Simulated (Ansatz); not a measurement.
MgSc: enthalpy against pressure

MgSc, Pm-3m, a = 3.598 Å. The structure is a Materials Project entry; whether it is the stable form wasn't checked. Ansatz: r2SCAN, PAW, 500 eV, Γ-centred 12×12×12 mesh on 2 atoms, Gaussian smearing 0.10 eV; no spin polarisation. Cell and atoms are relaxed at each pressure, and no other structure is tried, so the rows at high pressure may lie past a change of phase. y is the enthalpy over the state at zero pressure; there V0 = 23.296 Å³/atom. The pressures are the targets, met within 0.05 GPa.

| P (GPa) | y (eV/atom) |
| --- | --- |
| -1.0 | -0.1468 |
| 0.0 | 0.0000 |
| 1.0 | 0.1440 |
| 4.0 | 0.5613 |
| 12.0 | 1.5912 |
| 25.0 | 3.0881 |
| 50.0 | ? |
| 90.0 | 8.9622 |

**Question.** Fit y = c1 P + c2 P² + c3 P³ to the other rows, say what c1 and c2 mean, and predict the missing value.

**Answer.** Least squares on the rows shown. y = 0.14287 P − 0.00088813 P² + 4.5237×10⁻⁶ P³. Since dH/dP = V, c1 is V0: 0.14287 eV/GPa × 160.2 = 22.888 Å³ against 23.296; c2 = −V0/(2B0) gives B0 = 80 GPa, where a Birch–Murnaghan fit to the volumes of the same runs (not shown) gives 52 GPa: a cubic over this range folds the higher terms into c2. Above P = −c2/(3 c3) = 65 GPa the cubic's slope, the volume, would rise with pressure, so the form fails there. At P = 50.0 the fit asked for gives 5.4886 eV/atom. The run gave 5.5829 eV/atom, so the fit is 0.0943 eV/atom too low, 1 % of the span of the series, against an rms of 0.0025 eV/atom on the fitted rows. With a term in P⁴ added, a fit to the same known rows predicts 5.7043 eV/atom, which misses by about as much or more on the other side: the known rows don't fix the higher terms. Also, this row ran on the mesh 14×14×14, its neighbour on 12×12×12, which can shift it a little.

The mesh isn't the same in all rows (12×12×12, 14×14×14).